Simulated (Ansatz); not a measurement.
BaGaHO2:
```cif
data_HBaGaO2
_chemical_formula_sum 'Ba1 Ga1 O2 H1'
_space_group_name_H-M_alt 'P 1'
_space_group_IT_number 1
_cell_length_a 3.98003
_cell_length_b 3.98003
_cell_length_c 3.89773
_cell_angle_alpha 90.000
_cell_angle_beta 90.000
_cell_angle_gamma 90.000
loop_
_space_group_symop_operation_xyz
  'x, y, z'
loop_
_atom_site_label
_atom_site_type_symbol
_atom_site_fract_x
_atom_site_fract_y
_atom_site_fract_z
_atom_site_occupancy
Ba1 Ba 0.50000 0.50000 0.50000 1
Ga1 Ga 0.00000 0.00000 0.00000 1
O1 O 0.50000 0.00000 0.00000 1
O2 O 0.00000 0.50000 0.00000 1
H1 H 0.00000 0.00000 0.50000 1
```

Relaxed with r²SCAN. The program Ansatz at the r²SCAN level (PAW) gives a gap of 0.88 eV.

What gap does HSE06 give on the same cell (Ansatz, PAW)?

1.89 eV, 1.01 eV more. The hybrid was solved on a coarser mesh and at special points; the gap given is the minimum over both.

```csv
k,v1 r²SCAN,c1 r²SCAN,v1 HSE06,c1 HSE06
Γ,-0.61,4.75,___,___
Z,-0.22,0.88,0.00,1.89
M,-0.07,4.55,-0.10,5.58
A,0.00,6.81,___,___
R,-0.56,4.84,___,___
X,-0.54,4.31,___,___
```

Top valence (v1) and lowest conduction level (c1) in eV from each method's valence maximum (which need not be a listed point): supply the withheld HSE06 values.


- R, v1 HSE06: -0.45
- R, c1 HSE06: 6.02
- Γ, v1 HSE06: -0.62
- Γ, c1 HSE06: 5.82
- X, v1 HSE06: -0.23
- X, c1 HSE06: 5.22
- A, v1 HSE06: -0.02
- A, c1 HSE06: 7.79

Cost on shared cores: the r²SCAN run (SCF on a 7×7×7 mesh, then bands and DOS) around 40 core-seconds (rough), the HSE06 run (SCF on 4×4×4, then a few points) around 110 core-seconds (rough); the tasks are unlike.

Space group P4/mmm. The start of the workflow was typed in or built on a structure type; neither database checked (COD, Materials Project) lists it. Whether it is the stable phase at ambient conditions was not checked. Symmetry was held in the r²SCAN relaxation; whether a distortion lowers the energy is not shown. Spin–orbit coupling is left out wherever it is not named.

Potentials: the earlier of the program's two PAW sets.
